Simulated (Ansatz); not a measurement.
Hf$_{2}$C in space group P4/nmm (No. 129; Hf on 2a, Hf on 2c, C on 2c) under volume change, the program Ansatz at the PBEsol level (PAW), shape and atoms relaxed at each volume.

```tsv
V (Å³/atom)	E − E(relaxed) (meV/atom)	P (GPa)
13.238	76.9	20.41
13.675	32.3	12.49
14.111	7.7	5.78
14.548	0.0	0.00
14.984	7.0	-4.98
15.421	26.5	-9.24
15.857	56.8	-12.91
```

**Question.** What does a third-order Birch–Murnaghan fit give for V₀, B₀ and B′?

**Answer.** V₀ = 14.55 Å³/atom, B₀ = 178 GPa, B′ = 4.1.

A made-up cell: these elements were put on the sites of a structure type; neither database checked (COD, Materials Project) lists it. Whether it is the stable phase at ambient conditions was not checked. Symmetry was held in the PBEsol relaxation; its stability against distortions is not shown here. The run is not spin-polarised. Spin–orbit coupling is left out wherever it is not named.

Potentials: the earlier of the program's two PAW sets. The files were generated under PBE; for other functionals the program regenerates the frozen cores, and for LDA and PBEsol the local potential too.
